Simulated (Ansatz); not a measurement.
What a trial cell of TaSiRh3 relaxes into

These are results of DFT PBE, scalar-relativistic, plane waves, PAW (Ansatz 0.2.0), not measurements. Cutoff 420 eV, Gaussian smearing, Γ-centred meshes. Cell and atoms relax first on a coarse mesh and then on a finer one. In between, the cell is made exact in the group found at 0.06 Å. In metals the finer mesh still leaves noise of several meV/atom or more. The steps can't lower the symmetry of their start. Collinear spin is switched on along the way, since trial moments persisted in a coarse test.

The guess for TaSiRh3 was made by a generator: random cell by space group and Wyckoff sites (Pm-3m, No. 221). The dimensions are guesses.

Space group Pm-3m (No. 221). a = 4.389 Å, b = 4.389 Å, c = 4.389 Å, α = 90.00°, β = 90.00°, γ = 90.00°
```json
{"atom": "Ta", "site": "1b", "symmetry": "m-3m", "x": "0.5000", "y": "0.5000", "z": "0.5000"}
{"atom": "Si", "site": "1a", "symmetry": "m-3m", "x": "0.0000", "y": "0.0000", "z": "0.0000"}
{"atom": "Rh", "site": "3d", "symmetry": "4/mm.m", "x": "0.5000", "y": "0.0000", "z": "0.0000"}
```

The zero of energy is the elements' standard structures at the same level; no fitted shifts are applied.

Task: Where does the relaxation end?

Result: The symmetry stays Pm-3m (No. 221). The end has the antiperovskite type. The volume per atom shrinks by 2.0 %, from 16.9 to 16.6 Å³. The shortest distance goes from 2.19 Å (Si–Rh) to 2.18 Å (Si–Rh). Conventional cell: a = 4.360 Å. Ta is surrounded by 12 Rh at 3.08 Å; Si has 6 Rh at 2.18 Å; Rh is surrounded by 2 Si at 2.18 Å, 4 Ta at 3.08 Å and 8 Rh at 3.08 Å.

```cif
data_structure
_symmetry_space_group_name_H-M 'P 1'
_symmetry_Int_Tables_number 1
_cell_length_a 4.3598
_cell_length_b 4.3598
_cell_length_c 4.3598
_cell_angle_alpha 90.000
_cell_angle_beta 90.000
_cell_angle_gamma 90.000
_cell_volume 82.87
loop_
_atom_site_label
_atom_site_type_symbol
_atom_site_fract_x
_atom_site_fract_y
_atom_site_fract_z
_atom_site_occupancy
Ta1 Ta 0.50000 0.50000 0.50000 1
Si1 Si 0.00000 0.00000 0.00000 1
Rh1 Rh 0.50000 0.00000 0.00000 1
Rh2 Rh 0.00000 0.50000 0.00000 1
Rh3 Rh 0.00000 0.00000 0.50000 1
```

Task: How does it come out in energy, and is it a metal?

Result: The formation energy is +0.24 eV/atom. The gap on the 10×10×10 mesh of the 5-atom cell is 0 eV (a metal) and the net moment per atom is 0.36 μB. The moment by site is Ta 0.8; Rh 0.2 (×3) μB.

It can't be a ground state, since the elements alone are lower.

The last run used collinear spin and Gaussian smearing of 0.10 eV. Spin–orbit coupling, which can matter for Ta, is left out. Another magnetic order may lie lower. A structure relaxed within its symmetry needn't be a true minimum. In all, the 4 runs took 110 s on 1 thread of Intel(R) Xeon(R) Platinum 8223CL CPU @ 3.00GHz (Skylake/Cascade Lake), with other jobs on the host. Site moments count only spheres around the atoms; the net moment includes the space between them.
